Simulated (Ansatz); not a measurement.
Values for one crystal, relaxed and computed with DFT-r²SCAN in the program Ansatz with PAW potentials; other levels are named.

* **Volume per atom**: 44.05 Å³
* **Band gap**: 2.00 eV (indirect)
* **Hole effective mass, band 3 of 3 at the edge**: 0.18 along [100], 0.23 along [110], 0.26 along [111] (mₑ)
* **Electron effective mass**: 0.28, 0.28, 1.3 mₑ (principal values)
* **Valence-band maximum**: at Γ
* **Hole effective mass with spin–orbit coupling, band 2 of 2 at the edge**: 0.22 along [100], 0.26 along [110], 0.29 along [111] (mₑ)
* **Conduction-band minimum**: at X (3 equivalent valleys)

Task: Which of these materials gives this?
A) MgSe, rock salt
B) HgTe, P3_221 (Hg on 3a, Te on 3b)
C) BaHfO3, cubic perovskite
D) BaTe, rock salt

Result: D, BaTe, rock salt

Space group Fm-3m (rock salt). Symmetry was held in the r²SCAN relaxation. Scalar-relativistic: spin–orbit coupling is off unless named, which matters more the heavier the elements.

Potentials: the later of the program's two PAW sets.
